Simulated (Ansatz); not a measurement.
Given:

WSe2 (2H-MoS2 type, space group P6_3/mmc)

```
WSe2
1.0
    3.27906     0.00000     0.00000
   -1.63953     2.83975     0.00000
    0.00000     0.00000    12.78607
W Se
2 4
Direct
  0.33333   0.66667   0.25000
  0.66667   0.33333   0.75000
  0.33333   0.66667   0.61827
  0.66667   0.33333   0.11827
  0.66667   0.33333   0.38173
  0.33333   0.66667   0.88173
```

In this cell atom 5 (Se, nearest neighbour W at 2.534 Å; its periodic images, 3.3 Å or more away, move with it) is moved by s along Cartesian [111], unit vector (0.577, 0.577, 0.577); all other atoms and the cell stay fixed.

Calculation: PBE-D3(BJ) (plane waves to 420 eV, PAW, scalar-relativistic; Ansatz, an electronic-structure program). k mesh 9×9×2 (Γ-centred), Fermi-Dirac smearing 0.05 eV. E stands for the smeared free energy. Left out: 2 of 11 points, with atoms too close for the PAW data. Spin-orbit coupling is left out, though W is heavy. WSe2 is run without spin polarisation. WSe2 was relaxed with its symmetry unable to fall. The zero of ΔE is the undisplaced structure.

The scan covers s from -0.456 to 0.760 Å in 9 points.

### Question
Is this a single well or a double well?

### Answer
A single well with its minimum at or next to zero displacement.

### Question
Is the energy the same for displacements of ±0.456 Å, and if not, which side lies higher?

### Answer
Not even: the negative side lies higher at ±0.456 Å. With its periodic images moving along, the atom's site symmetry in this cell is 3m..

### Question
What is the energy change at s = 0.760 Å?

### Answer
1652 meV/cell.

### Question
What force acts on the atom along the line at s = -0.456 Å?

### Answer
8.23 eV/Å.

### Question
What is the force constant k = d²E/ds² of this move at s = 0?

### Answer
11.4 eV/Å².

(A displaced cell: forces are minus the slopes of the energy, force constants its curvatures, and phonons follow from these.)
